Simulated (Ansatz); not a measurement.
**YIn$_{5}$Rh: do energies and stresses tell the same story?**

Theory: Ansatz 0.2.0, DFT r2SCAN, scalar-relativistic, plane waves, PAW.

Settings: cutoff 500 eV, Γ-centred mesh 8×8×6 on the computed 7-atom cell, Gaussian smearing of 0.10 eV; no spin polarisation.

Relaxed cell: P4/mmm, a = 4.627 Å, b = 4.627 Å, c = 7.452 Å, α = 90.00°, β = 90.00°, γ = 90.00°, 7 atoms in the primitive cell. Whether it is the stable form of this composition wasn't checked.

Energies at zero smearing and pressures from the stress tensor, at volumes with shape and atoms relaxed:
```
V (Å³/atom) E − E(first) (meV/atom) P (GPa)
     20.060                     0.00    13.81
     20.743                   -49.29     9.41
     21.427                   -81.39     5.72
     22.111                   -99.00     2.61
     22.795                  -104.40     0.00
     23.479                   -99.60    -2.16
     24.163                   -86.32    -3.96
     25.074                   -57.91    -5.89
```

**Question.** Check P = −dE/dV between neighbouring volumes, and get the bulk modulus from the pressures alone.

**Answer.** With 1 eV/Å³ = 160.2 GPa:
```json
{"middle V (Å³/atom)": "20.402", "−ΔE/ΔV (GPa)": "11.547", "mean P (GPa)": "11.608"}
{"middle V (Å³/atom)": "21.085", "−ΔE/ΔV (GPa)": "7.522", "mean P (GPa)": "7.563"}
{"middle V (Å³/atom)": "21.769", "−ΔE/ΔV (GPa)": "4.126", "mean P (GPa)": "4.164"}
{"middle V (Å³/atom)": "22.453", "−ΔE/ΔV (GPa)": "1.265", "mean P (GPa)": "1.306"}
{"middle V (Å³/atom)": "23.137", "−ΔE/ΔV (GPa)": "-1.126", "mean P (GPa)": "-1.081"}
{"middle V (Å³/atom)": "23.821", "−ΔE/ΔV (GPa)": "-3.110", "mean P (GPa)": "-3.063"}
{"middle V (Å³/atom)": "24.619", "−ΔE/ΔV (GPa)": "-4.991", "mean P (GPa)": "-4.928"}
```

The two differ by 0.06 GPa at most. The mean of two end pressures misses the average over a step by about ΔV² P″/12, up to 0.06 GPa here; with that taken off 0.02 GPa remains. Around V = 22.795 Å³/atom, the two neighbours give B = −V ΔP/ΔV = 22.795 × 4.77 / 1.368 = 79.5 GPa, against B0 = 79.0 GPa from the Birch–Murnaghan fit of the energies.

Cost: 9 runs of about 31 core-minutes in all, on Oxide Virtual Turin-like Processor (Zen 5) (shared hosts).